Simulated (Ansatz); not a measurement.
Here is the system:

TePb:
```cif
data_Pb4Te4
_chemical_formula_sum 'Pb4 Te4'
_space_group_name_H-M_alt 'Fm-3m'
_space_group_IT_number 225
_space_group_name_Hall '-F 4 2 3'
_cell_length_a 6.56864
_cell_length_b 6.56864
_cell_length_c 6.56864
_cell_angle_alpha 90.000
_cell_angle_beta 90.000
_cell_angle_gamma 90.000
loop_
_atom_site_label
_atom_site_type_symbol
_atom_site_symmetry_multiplicity
_atom_site_Wyckoff_symbol
_atom_site_fract_x
_atom_site_fract_y
_atom_site_fract_z
_atom_site_occupancy
Pb1 Pb 4 a 0.00000 0.00000 0.00000 1
Te1 Te 4 b 0.50000 0.50000 0.50000 1
```
(The calculation used a cell of 2 atoms; values per cell refer to that cell.)

This is the PBE-relaxed structure.

Task: All from plane-wave PAW PBE (Ansatz code), unless another level is named. Estimate the hole effective mass.

Result: 0.092, 0.092, 0.52 mₑ (principal values).

Task: Next, the electron effective mass?

Result: 0.11, 0.11, 0.32 mₑ (principal values).

Task: Give the band gap.

Result: 0.83 eV (direct).

Task: Next, the weight of the valence-edge state by species (Voronoi cells)?

Result: Te 69 %, Pb 31 %.

Task: Next, the weight of the conduction-edge state by species (Voronoi cells)?

Result: Pb 64 %, Te 36 %.

Symmetry was held in the PBE relaxation. Spin–orbit coupling is left out wherever it is not named.

Potentials: the later of the program's two PAW sets.
